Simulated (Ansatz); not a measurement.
GaP (wurtzite, P6_3mc), r²SCAN (plane waves, PAW; program Ansatz). The conduction-band minimum lies at Γ, with 1 equivalent valley. Second derivatives d²E/dk² of the lowest band at one valley (eV·Å²), along Cartesian directions:

```tsv
direction	d²E/dk²
[100]	57.25
[010]	57.25
[001]	6.785
[110]	57.25
[101]	32.05
[011]	32.05
```

Question: Find the principal effective masses, the density-of-states mass and the conductivity mass.

Answer: Off-diagonal terms follow from H_xy = H[110] − (H_xx + H_yy)/2, and m*/mₑ = 7.620 eV·Å² over each eigenvalue: 0.13, 0.13, 1.1. One valley's DOS mass (m₁m₂m₃)^(1/3) = 0.27, conductivity mass 3/(Σ 1/mᵢ) = 0.19 mₑ.

Question: What effective density of states Nc follows at 300 K for parabolic valleys?

Answer: Nc = 2.509e19 × 1 × (0.27)^(3/2) ≈ 3.5e18 cm⁻³.

The first step of the workflow began from a Materials Project structure, measured or hypothetical; the Crystallography Open Database copy checked does not list it. It is not the phase usual at ambient conditions (space group No. 216). Symmetry was held in the r²SCAN relaxation; its stability against distortions is not shown here. Scalar-relativistic: spin–orbit coupling is off unless named, which matters more the heavier the elements.

Potentials: the later of the program's two PAW sets.
